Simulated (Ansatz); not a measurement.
Input for Ansatz (plane-wave DFT, PAW):

```yaml
crystal:
  lattice:
    - [-2.0263304295, 2.0263304295, 4.2263035215]
    - [2.0263304295, -2.0263304295, 4.2263035215]
    - [2.0263304295, 2.0263304295, -4.2263035215]
  atoms:
    - { symbol: Cd, position: [0.75, 0.25, 0.5] }
    - { symbol: Cd, position: [0.25, 0.75, 0.5] }
    - { symbol: Cd, position: [0.5, 0.5, 0.0] }
    - { symbol: Pt, position: [0.0, 0.0, 0.0] }
basis:
  ecutwfc: 500
kpoints:
  mp_grid: { grid: [14, 14, 14] }
hamiltonian:
  xc: r2scan
scf:
  occupations: { method: gaussian, width: 0.1 }
output:
  forces: true
  stress: true
  eigenvalues: true
relax:
  adjacent_minimum: "off"
  f_tol: 0.01
  max_steps: 30
  cell: { stress_tol: 0.1, fix: [volume] }
```

Launched with
```bash
ansatz run input.yaml --threads 1 --pin off --max-ram 2560MiB --backend cpu --events-out ev --progress --plain --runs-dir out
```

Level of theory: DFT r2SCAN, scalar-relativistic, plane waves, PAW (Ansatz).

From the run's log, abridged (iterations and final results):

```
SCF iter   1: F=—  HF=-37342.222830 eV  |F-HF|=—  |Δ(HF+E_count)|=         —  Δρ=9.71e-3  dr2=6.65e-2  dr2_τ=3.48e-2  ethr=1.77e-3  ⟨swp⟩=6.1  Hψ=38964  notcnv=0  defer=87
SCF iter   2: F=—  HF=-37342.231215 eV  |F-HF|=—  |Δ(HF+E_count)|=   8.39e-3  Δρ=4.80e-3  dr2=1.33e-2  dr2_τ=2.14e-3  ethr=8.52e-5  ⟨swp⟩=2.0  Hψ=14582  notcnv=0  defer=287
SCF iter   3: F=—  HF=-37342.231001 eV  |F-HF|=—  |Δ(HF+E_count)|=   2.14e-4  Δρ=1.59e-3  dr2=1.48e-3  dr2_τ=1.28e-4  ethr=1.71e-5  ⟨swp⟩=2.9  Hψ=16825  notcnv=0  defer=287
SCF iter   4: F=—  HF=-37342.231290 eV  |F-HF|=—  |Δ(HF+E_count)|=   2.90e-4  Δρ=3.90e-4  dr2=1.40e-4  dr2_τ=8.31e-6  ethr=1.89e-6  ⟨swp⟩=2.7  Hψ=15870  notcnv=0  defer=287
SCF iter   5: F=—  HF=-37342.231349 eV  |F-HF|=—  |Δ(HF+E_count)|=   5.81e-5  Δρ=1.66e-4  dr2=2.62e-5  dr2_τ=4.84e-7  ethr=1.79e-7  ⟨swp⟩=2.0  Hψ=15872  notcnv=0  defer=287
SCF iter   6: F=—  HF=-37342.231380 eV  |F-HF|=—  |Δ(HF+E_count)|=   3.19e-5  Δρ=6.44e-5  dr2=2.03e-6  dr2_τ=1.80e-7  ethr=3.36e-8  ⟨swp⟩=2.0  Hψ=16443  notcnv=0  defer=287
SCF iter   7: F=—  HF=-37342.231382 eV  |F-HF|=—  |Δ(HF+E_count)|=   1.43e-6  Δρ=1.41e-5  dr2=1.38e-7  dr2_τ=4.00e-9  ethr=2.61e-9  ⟨swp⟩=2.0  Hψ=16463  notcnv=0  defer=287
SCF iter   8: F=-37342.231382 eV  HF=-37342.231382 eV  |F-HF|=9.63e-9  |Δ(HF+E_count)|=   2.21e-7  Δρ=4.06e-6  dr2=1.01e-8  dr2_τ=4.14e-10  ethr=1.28e-10  ⟨swp⟩=8.6  Hψ=48823  notcnv=0
SCF 1 converged in 8 iterations: F = -37342.231382 eV  dr2 = 1.01e-8
relax step   1: F+E_penalty+E_count = -37342.23138207 eV  Δ(F+E_penalty+E_count) = +0.000e0 eV  max|allowed force component| = 2.082e-17 eV/Å  Δτ_max = 0.0000 Å  P = +8.042 GPa  Ω = 69.413 Å³  fix = [volume]  reactions: volume +8.042 GPa (8 SCF iters, dr2 threshold 1.00e-7 eV, accepted)
Initial density: handed on by an earlier stage of this run
Initial wavefunctions: pseudopotential atomic-orbital guess (no wavefunctions were taken with the density)
SCF iter   1: F=—  HF=-37342.231382 eV  |F-HF|=—  |Δ(HF+E_count)|=         —  Δρ=4.01e-6  dr2=9.89e-9  dr2_τ=4.22e-10  ethr=4.83e-9  ⟨swp⟩=4.0  Hψ=72514  notcnv=0
SCF iter   2: F=—  HF=-37342.231382 eV  |F-HF|=—  |Δ(HF+E_count)|=   4.13e-9  Δρ=2.82e-6  dr2=5.79e-9  dr2_τ=1.34e-10  ethr=1.27e-11  ⟨swp⟩=2.0  Hψ=20511  notcnv=0
SCF iter   3: F=—  HF=-37342.231382 eV  |F-HF|=—  |Δ(HF+E_count)|=   6.86e-9  Δρ=9.47e-7  dr2=7.03e-10  dr2_τ=1.30e-10  ethr=7.42e-12  ⟨swp⟩=2.0  Hψ=17070  notcnv=0
SCF iter   4: F=-37342.231382 eV  HF=-37342.231382 eV  |F-HF|=2.91e-11  |Δ(HF+E_count)|=  9.17e-10  Δρ=2.86e-7  dr2=9.73e-11  dr2_τ=3.35e-12  ethr=1.00e-12  ⟨swp⟩=3.4  Hψ=45163  notcnv=0
SCF 2 converged in 4 iterations: F = -37342.231382 eV  dr2 = 9.73e-11
SCF converged after 4 iterations
Free energy (F): -37342.231382 eV
Harris-Foulkes:  -37342.231382 eV  (|F-HF|=2.91e-11)
Internal energy: -37342.226347 eV  (E = F + TS)
E sigma→0 (E₀):  -37342.228864 eV
Entropy (-TS):   -0.005035 eV (-1.259 meV/atom)
Fermi energy:    19.012159 eV
--- Per-component energies (eV) ---
  E_band       = -1214.112216
  E_kinetic    = 2160.708487
  E_local      = -9346.130599  (includes V_loc(G=0)·N_el)
  E_nonlocal   = 301.298451
  E_hartree    = 4326.225206
  E_xc         = -760.726580
  E_vxc        = -1084.011838  (∫ρ·V_xc dr)
  E_paw        = -21793.122972  (= ΣΔE_a)
  E_vpaw       = -1972.808320  (= ΣTr[D̂ρ^β])
  E_aug_tail   = 0.000178  (compensation charges beyond the density's cutoff)
  E_vtau       = 74.380815  (kinetic-family band-sum trace: ∫τ·v_τ [+ j·A + Jᵃ·Aᵃ] dr)
  E_ewald      = -12228.552711
  E_core_change = -1.925807  (= ΣΔE_core)
  E_smearing   = -0.005035  (= −TS)
--- Forces (eV/Å), atoms counted from 1 ---
  atom   1  Cd     0.00000000     0.00000000     0.00000000
  atom   2  Cd     0.00000000     0.00000000     0.00000000
  atom   3  Cd     0.00000000     0.00000000     0.00000000
  atom   4  Pt     0.00000000     0.00000000     0.00000000
--- Stress (GPa, compression-positive) ---
        8.059730       0.000000       0.000000
        0.000000       8.059730       0.000000
        0.000000       0.000000       8.006521
  P = ⅓ Tr σ = 8.0420 GPa (80.420 kbar)
--- Band table (eV; the first three rows and the last of 244) ---
  k-point 0: bands = ["-87.0666", "-87.0583", "-86.9997", "-81.1719", "-47.2499", "-47.2499", "-47.2273", "-47.1954", "-47.1954", "-47.1584", "-47.1512", "-47.1092", "-47.1092", "-34.8266", "-34.8212", "-34.8212", "8.2582", "8.3706", "8.5561", "8.7424", "9.0896", "9.0896", "9.1355", "9.1355", "9.2914", "9.5509", "9.7888", "9.9700", "10.0866", "10.0866", "10.1539", "10.6324", "15.5660", "15.6218", "15.7473", "15.7473", "16.7549", "18.1452", "22.6692", "22.9205", "22.9205", "23.3000", "23.3000", "23.3065", "24.3235", "24.7121", "27.0003"]
  k-point 1: bands = ["-87.0664", "-87.0585", "-86.9997", "-81.1719", "-47.2513", "-47.2469", "-47.2256", "-47.1983", "-47.1951", "-47.1593", "-47.1516", "-47.1093", "-47.1087", "-34.8266", "-34.8214", "-34.8212", "8.2946", "8.4220", "8.5934", "8.8466", "9.0550", "9.1044", "9.1286", "9.1392", "9.3358", "9.5745", "9.7972", "9.9376", "10.0461", "10.0825", "10.1268", "10.5763", "15.5901", "15.5969", "15.6029", "15.6985", "16.6235", "18.4718", "22.0270", "22.3018", "22.3710", "22.4973", "22.8509", "24.6453", "25.4152", "25.7332", "27.3907"]
  k-point 2: bands = ["-87.0658", "-87.0590", "-86.9997", "-81.1719", "-47.2544", "-47.2385", "-47.2213", "-47.2065", "-47.1943", "-47.1616", "-47.1528", "-47.1096", "-47.1073", "-34.8266", "-34.8218", "-34.8215", "8.3667", "8.5827", "8.6961", "8.9560", "9.1021", "9.1416", "9.1491", "9.1492", "9.4579", "9.6566", "9.8306", "9.8709", "9.9376", "10.0042", "10.0526", "10.4734", "15.3248", "15.5646", "15.5707", "15.6582", "16.2768", "19.2516", "21.0920", "21.2306", "21.5566", "21.6298", "22.8610", "25.8847", "26.2915", "27.2822", "27.3027"]
  k-point 243: bands = ["-87.0664", "-87.0583", "-86.9999", "-81.1719", "-47.2521", "-47.2521", "-47.2099", "-47.1937", "-47.1937", "-47.1688", "-47.1582", "-47.1087", "-47.1087", "-34.8271", "-34.8211", "-34.8211", "8.1387", "8.3771", "8.3771", "8.4214", "8.7291", "8.8342", "9.3732", "9.5402", "9.8423", "9.8423", "10.1417", "10.2752", "10.2752", "10.4181", "10.6320", "11.4553", "11.6776", "15.7550", "16.2524", "16.4358", "16.4358", "16.6988", "18.8400", "18.8400", "23.3828", "24.2570", "27.3913", "27.6889", "27.6889", "27.9931", "31.6620"]
--- Relaxed structure (1 steps of the walk, 1 accepted, 1 SCFs on fresh bases) ---
  F+E_penalty+E_count = -37342.23138207 eV   max|allowed force component| = 6.939e-18 eV/Å   (the final SCF, on the basis selected at the relaxed cell)
  cell:  # Å, volume = 69.4131 Å³
    - [-2.0263304295, 2.0263304295, 4.2263035215]
    - [2.0263304295, -2.0263304295, 4.2263035215]
    - [2.0263304295, 2.0263304295, -4.2263035215]
  atoms:
    - { symbol: Cd, position: [0.75000000, 0.24999999, 0.50000000] }
    - { symbol: Cd, position: [0.24999999, 0.75000000, 0.50000000] }
    - { symbol: Cd, position: [0.49999999, 0.49999999, 0.0] }
    - { symbol: Pt, position: [0.0, 0.0, 0.0] }
```

The relaxation met its thresholds.

It took 100 s on 1 thread of Intel(R) Xeon(R) Platinum 8488C (Sapphire Rapids), on a shared host, peak memory 1.2 GiB.

Spin–orbit coupling is left out, which can shift energies with elements as heavy as these.